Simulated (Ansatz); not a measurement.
Input, command and steps of an Ansatz relaxation.

```yaml
crystal:
  lattice:
    - [-4.31858002, -4.31858002, 0.0]
    - [0.0, 4.31858002, 4.31858002]
    - [-4.31858002, 4.31858002, -4.31858002]
  atoms:
    - { symbol: B, position: [0.9935312443, 0.9996775561, 0.9999315524] }
    - { symbol: B, position: [0.4980386566, 0.5067162663, 0.9997696543] }
    - { symbol: B, position: [0.9999327702, 0.4964608591, 0.9992419587] }
    - { symbol: B, position: [0.6630988474, 0.8338948365, 0.3357443325] }
    - { symbol: "N", position: [0.328235317, 0.163276764, 0.921338772] }
    - { symbol: "N", position: [0.8353481204, 0.1700629495, 0.9175252513] }
    - { symbol: "N", position: [0.6672463906, 0.3402597949, 0.5852652985] }
    - { symbol: "N", position: [0.1542803488, 0.3318935245, 0.5854982563] }
    - { symbol: "N", position: [0.4948575243, 0.4961779311, 0.2478913837] }
    - { symbol: "N", position: [0.0046242093, 0.5051312863, 0.2469403821] }
    - { symbol: "N", position: [0.3298207239, 0.6640468953, 0.9177117203] }
    - { symbol: "N", position: [0.8262870531, 0.6658154812, 0.9170731631] }
    - { symbol: "N", position: [0.6634185149, 0.8338393465, 0.5837173724] }
    - { symbol: "N", position: [0.1747748102, 0.8327208331, 0.5828440102] }
    - { symbol: "N", position: [0.4990162167, 0.996411652, 0.2512641257] }
    - { symbol: "N", position: [0.0063905523, 0.0020371319, 0.2508369496] }
    - { symbol: Ga, position: [0.4934390622, 0.9999555346, 0.0011495364] }
    - { symbol: Ga, position: [0.8315675034, 0.1737788278, 0.6657640645] }
    - { symbol: Ga, position: [0.3417294087, 0.1745612896, 0.6653548393] }
    - { symbol: Ga, position: [0.835459896, 0.6727443608, 0.6708569741] }
    - { symbol: In, position: [0.6672890842, 0.3340922876, 0.3335593438] }
    - { symbol: In, position: [0.1740056671, 0.3329435504, 0.3353025913] }
    - { symbol: In, position: [0.3357948664, 0.6679175986, 0.6676621615] }
    - { symbol: In, position: [0.1678119618, 0.8346688746, 0.3325340329] }
  symmetry: { detect: false }
basis:
  ecutwfc: 420
kpoints:
  mp_grid: { grid: [3, 3, 2], shift: [0.0, 0.0, 0.5] }
hamiltonian:
  xc: pbe
scf:
  occupations: { method: gaussian, width: 0.1 }
  lower_state_search: "off"
output:
  forces: true
  stress: true
  eigenvalues: true
relax:
  adjacent_minimum: "off"
  f_tol: 0.04
  max_steps: 50
  cell: { stress_tol: 0.3 }
```

```bash
ansatz run input.yaml --threads 4 --pin off --max-ram 9216MiB --backend cpu --events-out ev --progress --plain --runs-dir out
```

Level of theory: DFT PBE, scalar-relativistic, plane waves, PAW (Ansatz 0.2.0).

Of 21 frames 8 are shown, positions in Å and forces in eV/Å; the SCF threshold varies from step to step. Steps run on the plane waves of an earlier cell, with a Pulay correction in the pressure. The basis is chosen afresh for the last frame, the zero of the energies, and at times for earlier ones too; energy and pressure can step there, also at an unchanged geometry. Here that happened at step 18 (-11 meV/atom, 1.1 GPa); frames between the last choice of the basis and such a step carry an error that grows, as the cell changes, to that size.

```xyz
24
Lattice="-4.3186 -4.3186 0.0000 0.0000 4.3186 4.3186 -4.3186 4.3186 -4.3186" Properties=species:S:1:pos:R:3:forces:R:3 pbc="T T T" step=1 free_energy_over_end_meV_per_atom=880.71 pressure_GPa=41.98
B    -8.6089    4.3448   -0.0011   -0.6408    0.5862   -0.1779
B    -6.4684    4.3551   -2.1293   -0.3743    0.7925   -0.5779
B    -8.6336    2.1410   -2.1713   -1.0604    0.3563   -0.9473
B    -4.3136    2.1875    2.1513    0.4328   -0.4387    0.8087
N    -5.3964    3.2665   -3.2738    0.7541    4.6639    0.7586
N    -7.5699    1.0893   -3.2280   -4.1542    0.1684   -0.3416
N    -5.4091    1.1154   -1.0581   -2.8614    2.7165   -2.2022
N    -3.1948    3.2956   -1.0952   -0.8120   -0.8296   -5.3306
N    -3.2076    1.0762    1.0722   -1.3267   -1.3495   11.7938
N    -1.0864    3.2279    1.1150    5.7442   -6.1403    3.6245
N    -5.3876    5.4066   -1.0955   -3.1556    2.9038   -7.6735
N    -7.5288    3.2674   -1.0851   -2.4151    2.7841   -2.2730
N    -5.3859    3.2568    1.0802   -1.2620   -6.0509    6.1744
N    -3.2718    5.3585    1.0791    0.7503    7.5502    0.7126
N    -3.2401    3.2331    3.2180   -3.5747   -8.3598   -1.8521
N    -1.1109    1.0645   -1.0745   11.9927    0.4695    0.5865
Ga   -2.1359    2.1924    4.3134   -1.3166   -0.5633   -0.7974
Ga   -6.4663    0.0344   -2.1247   -0.2374   -0.2099   -1.1503
Ga   -4.3492    2.1515   -2.1195    0.9944    1.6226   -1.4161
Ga   -6.5052    2.1944    0.0082   -0.3495   -0.4331    0.9723
In   -4.3222    0.0016    0.0023   -0.3127   -1.5501    1.2308
In   -2.1995    2.1344   -0.0102    2.7064    1.8526    0.6234
In   -4.3335    4.3177    0.0011   -0.3125   -0.2235   -1.9246
In   -2.1608    4.3159    2.1685    0.7911   -0.3180   -0.6210
24
Lattice="-4.4407 -4.4792 -0.0417 0.0462 4.4747 4.4575 -4.3867 4.3835 -4.4124" Properties=species:S:1:pos:R:3:forces:R:3 pbc="T T T" step=4 free_energy_over_end_meV_per_atom=152.60 pressure_GPa=2.67
B    -8.7316    4.5219   -0.0636    0.7271   -0.0065   -0.5462
B    -6.6745    4.5622   -2.1624   -0.6488    0.2439    0.7756
B    -8.9388    1.9856   -2.3791   -0.8313   -1.7584   -0.6934
B    -4.3110    2.1432    2.3285    0.0550   -0.4309    0.1067
N    -5.5656    3.5313   -3.4494   -0.0176    0.6236   -0.1113
N    -7.9063    0.9893   -3.3748   -0.6322    0.3067    0.4013
N    -5.5952    1.1709   -1.1921   -0.3064    0.0446   -0.1799
N    -3.2650    3.2702   -1.2030   -0.0196   -0.2730   -0.0412
N    -3.3042    1.1003    1.4696   -0.0423   -0.0550    0.8316
N    -0.8373    3.0842    1.3480    0.7425   -0.2935    0.4621
N    -5.5635    5.5241   -1.3735    0.2757    0.4076   -1.0181
N    -7.6406    3.5710   -1.0698    0.4876    1.0009    0.4517
N    -5.3619    3.0530    1.3537    0.3476   -0.9300    0.7910
N    -3.2764    5.6703    1.1258    0.0910    0.4203   -0.0255
N    -3.4332    3.1000    3.1746   -0.2259   -0.4865   -0.0904
N    -0.7101    1.0805   -1.0713    0.8315    0.1727    0.1554
Ga   -2.2140    2.2311    4.3905   -0.2261    0.0885   -0.0467
Ga   -6.6309   -0.0632   -2.2647    0.0295   -0.1131   -0.2122
Ga   -4.4891    2.2984   -2.2913   -0.2288    0.6077   -0.5335
Ga   -6.6131    2.3002    0.0052   -0.3424    0.4295   -0.3571
In   -4.3770   -0.0238    0.0430    0.1020    0.0713   -0.0786
In   -2.1328    2.1032    0.0684    0.0865   -0.0983   -0.1090
In   -4.4589    4.4061    0.0171   -0.1874   -0.0402   -0.0505
In   -2.0718    4.4380    2.3080   -0.0673    0.0685    0.1180
24
Lattice="-4.5084 -4.5995 -0.1089 0.0653 4.6431 4.6121 -4.3420 4.3241 -4.3585" Properties=species:S:1:pos:R:3:forces:R:3 pbc="T T T" step=7 free_energy_over_end_meV_per_atom=66.74 pressure_GPa=0.36
B    -8.5953    4.5778    0.0398   -0.4176   -0.6851   -0.0496
B    -6.7742    4.7581   -1.7655   -1.1732   -0.0713    0.9183
B    -9.1471    1.5174   -2.5472    0.3174    0.1278    0.3197
B    -4.3560    2.1907    2.4522   -0.3015    0.0305   -0.0120
N    -5.4666    3.4311   -3.6327    0.3908   -0.5414   -0.4191
N    -8.0258    0.7981   -3.3420   -0.1844    0.2370    0.5742
N    -5.6592    1.1170   -1.2063   -0.0859    0.1032    0.0771
N    -3.3174    3.1930   -1.1541    0.0254    0.1158    0.1302
N    -3.3689    1.1757    1.6232    0.0876   -0.0131   -0.0200
N    -0.7357    3.0732    1.4629    0.0226    0.5127    0.0443
N    -5.5357    5.4753   -1.3541    1.0058    0.0890   -0.7080
N    -7.3924    3.9487   -0.6744    0.0466   -0.5693   -0.5364
N    -5.3715    3.0109    1.5179   -0.0114    0.2794   -0.0829
N    -3.2270    5.7697    1.2346    0.0474   -0.1073   -0.1227
N    -3.4742    3.1967    3.2914    0.1808   -0.1032    0.0508
N    -0.6640    1.1119   -1.0479    0.0268    0.1154   -0.2312
Ga   -2.2566    2.3146    4.4786    0.3726    0.6723    0.4373
Ga   -6.6787   -0.2373   -2.2322    0.1257   -0.1057   -0.2676
Ga   -4.5205    2.2732   -2.3734   -0.2131    0.1919   -0.1588
Ga   -6.6024    2.3108    0.0697   -0.1667    0.2497   -0.0702
In   -4.3551   -0.0483    0.1002    0.0592   -0.1792   -0.0175
In   -2.1194    2.0986    0.1503   -0.0836   -0.3296   -0.3078
In   -4.4191    4.4047    0.1529   -0.1385   -0.0655    0.1895
In   -1.9767    4.5060    2.4599    0.0668    0.0458    0.2622
24
Lattice="-4.4930 -4.4503 -0.1064 -0.0257 4.5824 4.7183 -4.3894 4.2404 -4.3505" Properties=species:S:1:pos:R:3:forces:R:3 pbc="T T T" step=10 free_energy_over_end_meV_per_atom=39.72 pressure_GPa=1.51
B    -8.8908    4.3536    0.0460    0.3013   -0.1889   -0.4591
B    -6.9731    4.8081   -1.5668    0.0555    0.2553   -0.4550
B    -9.1787    1.5904   -2.4768    0.5581   -0.5778   -0.0563
B    -4.4719    2.2272    2.5670   -0.0813    0.0153   -0.3917
N    -5.3104    3.2713   -3.7899   -0.3309   -0.2531    0.0220
N    -8.0073    0.9282   -3.2346   -0.2085    0.4043    0.9041
N    -5.7011    1.2427   -1.1576    0.0548   -0.1147    0.1711
N    -3.3045    3.1512   -1.0658   -0.0624    0.0406   -0.0805
N    -3.4588    1.2404    1.7188   -0.0059    0.0486    0.1383
N    -0.7949    3.0603    1.5175   -0.2696    0.2218   -0.2380
N    -5.5986    5.3205   -1.3798    0.2886   -0.1350    0.0203
N    -7.5728    3.9309   -0.5934   -0.2957   -0.3852    0.2679
N    -5.4730    3.0977    1.6303   -0.0241   -0.0518    0.0507
N    -3.3150    5.6940    1.3220    0.0344   -0.0527    0.0059
N    -3.5676    3.1899    3.4422    0.0314    0.0824    0.0106
N    -0.7146    1.0394   -1.0891    0.1667   -0.0107    0.1552
Ga   -2.3837    2.3831    4.7118    0.1079    0.2498    0.0849
Ga   -6.6882   -0.1263   -2.2000   -0.0925   -0.2701   -0.0212
Ga   -4.4847    2.2559   -2.3392    0.1154    0.3301   -0.0297
Ga   -6.6991    2.3732    0.1558    0.1815    0.1745    0.0016
In   -4.4311    0.0131    0.1177    0.1271    0.2785    0.0133
In   -2.1119    1.9662    0.1937   -0.3549    0.1473    0.0262
In   -4.4809    4.3667    0.1982   -0.1105   -0.1445   -0.1745
In   -2.0930    4.4131    2.5009   -0.1861   -0.0640    0.0341
24
Lattice="-4.5485 -4.4621 -0.1642 0.0216 4.6047 4.7924 -4.4484 4.1978 -4.4070" Properties=species:S:1:pos:R:3:forces:R:3 pbc="T T T" step=12 free_energy_over_end_meV_per_atom=15.36 pressure_GPa=0.31
B    -9.0971    4.0743   -0.2643    0.8886    0.9364   -0.3232
B    -7.0340    4.8098   -1.6069   -0.0206   -0.0330   -0.1161
B    -9.2301    1.5343   -2.5395   -0.2218    0.1749   -0.0451
B    -4.4955    2.2176    2.5336   -0.0933   -0.1413    0.1179
N    -5.3573    3.1327   -3.9508   -0.6037   -0.5654    0.2671
N    -7.9317    1.1150   -3.0056    0.0376    0.1616    0.2206
N    -5.6839    1.2488   -1.1555    0.0760    0.0098   -0.0088
N    -3.3074    3.1319   -1.0820   -0.0674   -0.0610   -0.1605
N    -3.4577    1.2786    1.7266   -0.1553   -0.1581    0.2549
N    -0.8411    3.0526    1.4990   -0.0764   -0.2828   -0.0279
N    -5.6288    5.1911   -1.4851    0.0623   -0.0219    0.1409
N    -7.6827    3.8986   -0.6410    0.0914   -0.1839    0.0514
N    -5.4990    3.1218    1.6248    0.0786   -0.1281    0.0734
N    -3.3198    5.6789    1.3059   -0.0577    0.1661   -0.0019
N    -3.6035    3.1888    3.4966   -0.1261   -0.3657    0.0352
N    -0.7636    0.9574   -1.1467   -0.0371   -0.0738   -0.2283
Ga   -2.4727    2.4921    4.8909    0.0859    0.1207    0.0070
Ga   -6.7166   -0.1339   -2.1950    0.2106    0.0200    0.0072
Ga   -4.4771    2.2643   -2.3843   -0.1163   -0.0691   -0.1973
Ga   -6.7170    2.3774    0.1449   -0.0398    0.0850   -0.1855
In   -4.4780    0.0348    0.1295    0.0921    0.1917    0.0734
In   -2.1110    1.9345    0.1811    0.1123    0.0831   -0.0578
In   -4.5096    4.3696    0.1485   -0.0834    0.1069   -0.0072
In   -2.1658    4.3725    2.4849   -0.0367    0.0279    0.1105
24
Lattice="-4.5871 -4.4685 -0.1665 0.0289 4.6061 4.7649 -4.4815 4.1964 -4.3842" Properties=species:S:1:pos:R:3:forces:R:3 pbc="T T T" step=15 free_energy_over_end_meV_per_atom=11.07 pressure_GPa=-0.05
B    -9.1287    4.1046   -0.2765    0.0317    0.0069    0.0110
B    -7.0703    4.8132   -1.5943   -0.0322   -0.0284   -0.0219
B    -9.3265    1.5466   -2.5153    0.0214    0.0292    0.0053
B    -4.5406    2.1854    2.5233    0.0678    0.0005   -0.0298
N    -5.4031    3.1216   -3.9521   -0.0045   -0.0001   -0.0117
N    -7.9811    1.1838   -2.9040   -0.0053   -0.0050    0.0021
N    -5.6945    1.2382   -1.1600   -0.0066   -0.0059   -0.0060
N    -3.3353    3.1244   -1.1245    0.0061   -0.0091    0.0090
N    -3.4769    1.2560    1.7209   -0.0025    0.0090    0.0195
N    -0.8900    3.0418    1.4735   -0.0082   -0.0262    0.0042
N    -5.6714    5.1927   -1.4706    0.0112   -0.0058   -0.0014
N    -7.7153    3.9104   -0.6124   -0.0125    0.0242   -0.0177
N    -5.5219    3.0980    1.6033   -0.0102   -0.0014    0.0174
N    -3.3321    5.6761    1.2726    0.0031   -0.0113    0.0035
N    -3.6477    3.1448    3.4987   -0.0101   -0.0135    0.0151
N    -0.7705    0.9425   -1.1727   -0.0182   -0.0068    0.0100
Ga   -2.4914    2.5192    4.9028   -0.0527    0.0017   -0.0049
Ga   -6.7472   -0.1350   -2.1876   -0.0019    0.0388   -0.0230
Ga   -4.5123    2.2514   -2.4146   -0.0069   -0.0049   -0.0134
Ga   -6.7558    2.3667    0.1163    0.0147   -0.0068   -0.0091
In   -4.5104    0.0379    0.1562    0.0009   -0.0151    0.0055
In   -2.1357    1.9382    0.1475    0.0200   -0.0182    0.0055
In   -4.5347    4.3592    0.1282   -0.0019    0.0238    0.0250
In   -2.2180    4.3478    2.4836   -0.0032    0.0242    0.0057
24
Lattice="-4.5891 -4.4687 -0.1669 0.0311 4.6044 4.7640 -4.4814 4.1941 -4.3848" Properties=species:S:1:pos:R:3:forces:R:3 pbc="T T T" step=18 free_energy_over_end_meV_per_atom=0.49 pressure_GPa=1.07
B    -9.1277    4.0992   -0.2785   -0.0020    0.0056   -0.0039
B    -7.0703    4.8062   -1.5983   -0.0025    0.0047    0.0051
B    -9.3285    1.5442   -2.5149    0.0017   -0.0026   -0.0003
B    -4.5356    2.1843    2.5209   -0.0146   -0.0057   -0.0067
N    -5.4046    3.1161   -3.9560    0.0027    0.0018   -0.0017
N    -7.9836    1.1818   -2.9043    0.0035   -0.0032   -0.0001
N    -5.6945    1.2357   -1.1627    0.0083   -0.0004   -0.0006
N    -3.3339    3.1229   -1.1237    0.0039    0.0047    0.0072
N    -3.4762    1.2541    1.7197    0.0029   -0.0110   -0.0129
N    -0.8914    3.0402    1.4756    0.0016    0.0041    0.0027
N    -5.6709    5.1858   -1.4733   -0.0007    0.0061    0.0042
N    -7.7154    3.9053   -0.6162   -0.0008   -0.0049    0.0022
N    -5.5209    3.0960    1.6026    0.0104    0.0034   -0.0015
N    -3.3281    5.6747    1.2717    0.0044   -0.0101   -0.0026
N    -3.6478    3.1428    3.4973    0.0084    0.0062    0.0093
N    -0.7692    0.9421   -1.1716    0.0070    0.0023   -0.0009
Ga   -2.4950    2.5173    4.9015   -0.0032   -0.0027   -0.0016
Ga   -6.7492   -0.1351   -2.1893   -0.0067   -0.0048   -0.0016
Ga   -4.5125    2.2511   -2.4160   -0.0056    0.0014    0.0012
Ga   -6.7530    2.3640    0.1140   -0.0003    0.0040    0.0018
In   -4.5137    0.0358    0.1569   -0.0021   -0.0004    0.0002
In   -2.1337    1.9360    0.1480   -0.0057   -0.0004   -0.0043
In   -4.5334    4.3600    0.1293   -0.0025   -0.0020    0.0044
In   -2.2165    4.3496    2.4864   -0.0081    0.0041    0.0005
24
Lattice="-4.5976 -4.4718 -0.1844 0.0335 4.6227 4.8089 -4.4874 4.1772 -4.3969" Properties=species:S:1:pos:R:3:forces:R:3 pbc="T T T" step=21 free_energy_over_end_meV_per_atom=0.00 pressure_GPa=0.00
B    -9.1412    4.0950   -0.2677   -0.0380   -0.0163   -0.0068
B    -7.0801    4.8027   -1.5879    0.0160   -0.0091    0.0096
B    -9.3443    1.5270   -2.5292    0.0258    0.0345   -0.0166
B    -4.5442    2.1922    2.5398    0.0141   -0.0125    0.0239
N    -5.4132    3.0929   -3.9732    0.0232    0.0279    0.0122
N    -7.9948    1.1707   -2.9164   -0.0284   -0.0132    0.0113
N    -5.7059    1.2308   -1.1636    0.0045    0.0131    0.0128
N    -3.3390    3.1157   -1.1197   -0.0113    0.0027   -0.0019
N    -3.4808    1.2619    1.7376   -0.0134   -0.0048   -0.0058
N    -0.8946    3.0441    1.4865   -0.0047   -0.0266    0.0183
N    -5.6759    5.1741   -1.4675   -0.0352   -0.0067   -0.0283
N    -7.7275    3.9057   -0.6007    0.0233    0.0150   -0.0228
N    -5.5259    3.1063    1.6222    0.0016   -0.0093   -0.0109
N    -3.3325    5.6799    1.3004    0.0071    0.0027   -0.0065
N    -3.6515    3.1526    3.5278   -0.0069    0.0120   -0.0036
N    -0.7749    0.9366   -1.1787    0.0186   -0.0007   -0.0020
Ga   -2.5031    2.5387    4.9424    0.0043    0.0024    0.0051
Ga   -6.7565   -0.1462   -2.2016   -0.0214    0.0134    0.0043
Ga   -4.5179    2.2412   -2.4204   -0.0032   -0.0040   -0.0220
Ga   -6.7591    2.3663    0.1267   -0.0197   -0.0167    0.0106
In   -4.5173    0.0368    0.1561    0.0009   -0.0108    0.0003
In   -2.1341    1.9312    0.1558    0.0136    0.0098    0.0008
In   -4.5321    4.3629    0.1419    0.0239    0.0072    0.0146
In   -2.2147    4.3548    2.5135    0.0054   -0.0100    0.0033
```

It took 4 min on 4 threads of Arm Neoverse V2, with other jobs on the host, peak memory 1 GiB.

The k mesh is coarse.